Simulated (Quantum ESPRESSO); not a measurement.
# Moving one atom in GeZnAl2N4

These are calculations, not measurements. They come from pw.x of Quantum ESPRESSO 7.5, a plane-wave density functional program, with PseudoDojo standard norm-conserving files (v0.5 for PBE, v0.4.1 for LDA and PBEsol). The cells are made up: elements, strain and atom displacements were drawn at random, and nothing was relaxed. There is no spin polarisation, spin-orbit coupling or dispersion term.

The cell has 8 sites of a wurtzite lattice (rectangular cell). Sites 1 to 4 hold Ge Zn Al Al; sites 5 to 8 hold N N N N. Cell vectors in Å: (3.199, -0.005, -0.034); (-0.008, 5.344, -0.039); (-0.055, -0.036, 5.113). Settings: PBE, cutoff 1143 eV, 6 x 4 x 4 k mesh shifted by half a step, Fermi-Dirac smearing of 0.025 eV.

Each run shifts the N atom on site 5 along y and leaves all else fixed. Site 4 is one of its nearest neighbours. E is the free energy of the cell above the lowest run shown.

| run | shift (Å) | Fy on site 5 (eV/Å) | Fy on site 4 (eV/Å) | P (GPa) | E (meV) |
| --- | --- | --- | --- | --- | --- |
| 1 | -0.1446 | 5.258 | -3.745 | 8.85 | 487.9 |
| 3 | -0.0088 | 1.458 | -1.452 | 7.17 | 50.0 |
| 4 | 0.0222 | 0.791 | -1.127 | 7.00 | 15.3 |
| 5 | 0.0427 | 0.382 | -0.944 | 6.92 | 3.4 |
| 6 | 0.0704 | -0.133 | -0.731 | 6.86 | 0.0 |
| 7 | 0.1453 | -1.341 | -0.329 | 6.90 | 56.8 |
| 2 | -0.1268 | ? | ? | ? | ? |

A rerun of one of these cells at 1437 eV and k mesh 8 x 6 x 6 moved values by no more than 0.002 eV in the cell's energy, 0.03 GPa in stress and 0.003 eV/Å in force.

## Worked fit

A parabola through the six runs shown gives Fy on site 5 = 1.282 - 22.73 u + 32.7 u² eV/Å, with u in Å and a scatter of 0.023 eV/Å. Minus the slope, 22.73 ± 0.75 eV/Å², is this atom's force constant along y at u = 0, with its periodic images moving too. The fitted force vanishes at u = 0.062 Å, where the energy should be lowest along this line. The error is the larger of the fit's own and the change that a cubic makes, rounded up.

## Withheld run

Question: what Fy on site 5 should run 2 give?

The fit gives 4.690 eV/Å. The calculation gave 4.663 eV/Å.

| run | shift (Å) | Fy on site 5 (eV/Å) | Fy on site 4 (eV/Å) | P (GPa) | E (meV) |
| --- | --- | --- | --- | --- | --- |
| 2 | -0.1268 | 4.663 | -3.347 | 8.53 | 399.6 |